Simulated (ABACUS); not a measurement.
Set-up for a self-consistent single point of Se (P3_121, 3 atoms in the cell; from Materials Project mp-14, changed as shown).

```
CELL_PARAMETERS angstrom
      4.45892     0.00000     0.00000
     -2.22946     3.86154     0.00000
      0.00000     0.00000     4.92807
ATOMIC_POSITIONS crystal
  Se 0.21789 0.00000 0.33333
  Se 0.00000 0.21789 0.66667
  Se 0.78211 0.78211 0.00000
```

Computed with PBEsol, PseudoDojo 0.4 standard norm-conserving PBEsol (tails mended) pseudopotentials (plane waves; ABACUS).

ABACUS settings:

- KPT: Gamma 6 6 4 0 0 0
- basis_type: pw
- dft_functional: PBESOL
- ecutwfc: 86 Ry
- smearing_method: gaussian
- smearing_sigma: 0.00367493 Ry
- potentials: PseudoDojo 0.4 standard norm-conserving PBEsol (tails mended)
- symmetry: 1
- ks_solver: dav_subspace
- scf_nmax: 100
- scf_thr: 1.0e-09 Ry
- mixing_type: broyden

Results:

- Number of valence electrons = 48
- Number of bands = 34
- Number of k-points after the program's reduction = 47
- Number of plane waves (most at a k-point) = 7763
- Number of SCF iterations = 7
- FFT grid = 50 × 50 × 60
- Free energy E − TS = -9886.5288 eV
- Top of the valence band (on the code's own zero) = 6.78 eV
- Gap on the k-point mesh = 1.07 eV
- Pressure = 0.78 GPa
- Largest force (vector length) = 0.510 eV/Å

Forces (eV/Å):
```json
[
 {"atom": "Se1", "Fx": "0.510", "Fy": "0.000", "Fz": "0.000"},
 {"atom": "Se2", "Fx": "-0.255", "Fy": "0.441", "Fz": "0.000"},
 {"atom": "Se3", "Fx": "-0.255", "Fy": "-0.441", "Fz": "0.000"}
]
```

Stress (GPa, positive for compression):
```
0.17  0.00  0.00
0.00  0.17  0.00
0.00  0.00  1.99
```

The gap is read on the k-point mesh of the run and can differ from the gap over the whole zone at this level.

For comparison: a first run was changed to give this one (volume scaled by 0.98), and from it to this one the free energy is nearly the same (within 1 meV/atom), the pressure goes from -0.30 to 0.78 GPa, the largest force goes from 0.284 to 0.510 eV/Å and the gap on the mesh goes from 1.047 to 1.067 eV.

The structure comes from a collection of computed structures, made at another level of theory; the collection holds predicted forms beside known ones. Its lattice was then scaled.

Cost on one core: very roughly 4 core-minutes.

“Tails mended”: in these copies of the files the far tail of each local potential was reset to the Coulomb form.
